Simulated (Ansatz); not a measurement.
BiB (zinc blende, F-43m) at seven volumes, PBE (plane waves, PAW; program Ansatz), scaled uniformly. One row is withheld.

| V (Å³/atom) | P (GPa) |
|---|---|
| 19.148 | ? |
| 19.779 | 5.24 |
| 20.410 | 2.40 |
| 21.042 | 0.00 |
| 21.673 | -1.95 |
| 22.304 | -3.67 |
| 22.935 | -5.13 |

Question: Fit the shown pressures and predict the withheld one.

Answer: P = (3/2)B₀(x^(7/2) − x^(5/2))[1 + (3/4)(B′ − 4)(x − 1)] with x = (V₀/V)^(2/3). Least squares on the six rows gives V₀ = 21.050 Å³/atom, B₀ = 72.7 GPa, B′ = 4.63. At V = 19.148, x = 1.0652 and P = 8.58 GPa. The run itself gave 8.60 GPa.

The cell is a constructed one: a structure type filled with these elements; neither database checked (COD, Materials Project) lists it. Its standing as an ambient phase is unchecked. Symmetry was held in the PBE relaxation; its stability against distortions is not shown here. Scalar-relativistic: spin–orbit coupling is off unless named, which matters more the heavier the elements.

Potentials: the later of the program's two PAW sets.
